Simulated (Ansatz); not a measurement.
input.yaml (Ansatz)

```yaml
crystal:
  lattice:
    - [4.0694245619, 0.0, 0.0]
    - [0.0, 4.0694245619, 0.0]
    - [0.0, 0.0, 4.0694245619]
  atoms:
    - { symbol: Sr, position: [0.0, 0.0, 0.0] }
hamiltonian:
  xc: blyp
  pseudopotentials:
    kind: paw
    azcp:
      Sr: "pseudopotentials/Sr.paw.azcp"
basis:
  ecutwfc: 420
  fft_grid_basis: typed
kpoints:
  mp_grid: { grid: [9, 9, 9], shift: [0, 0, 0] }
magnetization:
  spin_polarized: false
scf:
  occupations: { method: fermi_dirac, width: 0.1 }
  lower_state_search: "off"
output:
  stress: true
  write_density: true
  write_potential: true
  elf: true
  volumetric_format: npy
```

Terminal output

```
Engine: ansatz 0.2.0, x86_64-unknown-linux-gnu
Pseudopotentials: kind: paw
Pseudopotential: Sr, paw, valence charge 10, recommended cutoff 420 eV (normal) 
Functional definition: BLYP
  parameter beta = 0.0042
  parameter a = 0.04918
  parameter b = 0.132
  parameter c = 0.2533
  parameter d = 0.349
  exchange = b88_x(beta = beta)
  correlation = lyp_c(a = a, b = b, c = c, d = d)
Crystal: 1 atoms, lattice volume = 67.391 Å³
Basis set: ecut = 420 eV, 1357 PW (Γ), exchange–correlation on 60×60×60 points (8 copies of the dense FFT grid, shifted against one another)
Bands: 9, of which v1, the nominal top of the filled ones, is band 5 counted from 1 (4 counted from 0)
Symmetry: 48 space group operations
Space group: Pm-3m (ITA 221), of the structure as read, at distance tolerance 4.1e-5 Å
k-points: 35 of 729
Non-local potential: Sr, projectors of the file, l = 0: 3, l = 1: 2, l = 2: 2
PAW form: soft (Blöchl's): semilocal exchange-correlation on the pseudo side does not see the compensation charge
PAW frozen core: Sr, regenerated for the run's functional, and the local potential with it (the file was generated under x = pbe(κ = 0.804, μ = 0.2195149727645171), c = pbe(β = 0.06672455060314922))
PAW one-centre angular grid: Sr, 110 points (default); XC on 64 Gauss nodes
Initial density: superposition of atomic densities (neutral atoms: chi_scale 0, normalization atom), corrected by the library's trained network
Initial wavefunctions: pseudopotential atomic-orbital guess
Functional: x = b88, c = lyp
SCF iter   1: F=—  HF=-3556.261670 eV  |F-HF|=—  |Δ(HF+E_count)|=         —  Δρ=2.84e-3  dr2=6.33e-3  ethr=1.77e-3  ⟨swp⟩=7.5  Hψ=2827  notcnv=0
SCF iter   2: F=—  HF=-3556.262243 eV  |F-HF|=—  |Δ(HF+E_count)|=   5.73e-4  Δρ=1.65e-3  dr2=3.35e-3  ethr=6.33e-5  ⟨swp⟩=1.9  Hψ=690  notcnv=0
SCF iter   3: F=—  HF=-3556.262850 eV  |F-HF|=—  |Δ(HF+E_count)|=   6.06e-4  Δρ=3.22e-4  dr2=1.11e-4  ethr=3.35e-5  ⟨swp⟩=2.9  Hψ=512  notcnv=0
SCF iter   4: F=—  HF=-3556.262947 eV  |F-HF|=—  |Δ(HF+E_count)|=   9.75e-5  Δρ=8.82e-5  dr2=9.25e-6  ethr=1.11e-6  ⟨swp⟩=2.0  Hψ=369  notcnv=0
SCF iter   5: F=—  HF=-3556.262954 eV  |F-HF|=—  |Δ(HF+E_count)|=   6.45e-6  Δρ=2.19e-5  dr2=4.72e-7  ethr=9.25e-8  ⟨swp⟩=2.1  Hψ=505  notcnv=0
SCF iter   6: F=-3556.262955 eV  HF=-3556.262955 eV  |F-HF|=1.22e-8  |Δ(HF+E_count)|=   1.42e-6  Δρ=3.03e-6  dr2=3.95e-9  ethr=1.00e-9  ⟨swp⟩=12.5  Hψ=2604  notcnv=0
SCF 1 converged in 6 iterations: F = -3556.262955 eV  dr2 = 3.95e-9
SCF converged after 6 iterations
Free energy (F): -3556.262955 eV
Harris-Foulkes:  -3556.262955 eV  (|F-HF|=1.22e-8)
Internal energy: -3556.202202 eV  (E = F + TS)
E sigma→0 (E₀):  -3556.232579 eV
Entropy (-TS):   -0.060753 eV (-60.753 meV/atom)
Fermi energy:    4.141558 eV
--- Per-component energies (eV) ---
  E_band       = -149.666379
  E_kinetic    = 240.374674
  E_local      = -844.220538  (includes V_loc(G=0)·N_el)
  E_nonlocal   = 204.209674
  E_hartree    = 223.232528
  E_xc         = -168.571209
  E_vxc        = -155.100774  (∫ρ·V_xc dr)
  E_paw        = -2709.313800  (= ΣΔE_a)
  E_vpaw       = -41.393671  (= ΣTr[D̂ρ^β])
  E_aug_tail   = -0.000001  (compensation charges beyond the density's cutoff)
  E_ewald      = -501.988392
  E_core_change = 0.074863  (= ΣΔE_core)
  E_smearing   = -0.060753  (= −TS)
  E_closure    = 0.000000  (closes the sum)
  Σ components = -3556.262955   (vs F -3556.262955, Δ=0.00e0)
--- Stress (GPa, compression-positive) ---
       -0.271038       0.000000       0.000000
        0.000000      -0.271038       0.000000
        0.000000       0.000000      -0.271038
  P = ⅓ Tr σ = -0.2710 GPa (-2.710 kbar)
--- Band table (eV; the first three rows and the last of 35) ---
  k-point 0: bands = ["-33.0202", "-14.9037", "-14.9037", "-14.9037", "0.9250", "4.7514", "4.7514", "8.2187", "8.2187"]
  k-point 1: bands = ["-33.0192", "-14.9232", "-14.9021", "-14.9021", "1.0635", "4.7976", "4.8023", "7.9434", "7.9434"]
  k-point 2: bands = ["-33.0166", "-14.9721", "-14.8980", "-14.8980", "1.4567", "4.8426", "4.9212", "7.4390", "7.4390"]
  k-point 34: bands = ["-32.9952", "-15.0266", "-15.0261", "-15.0261", "4.6146", "4.7646", "4.7646", "7.7193", "7.8479"]
```
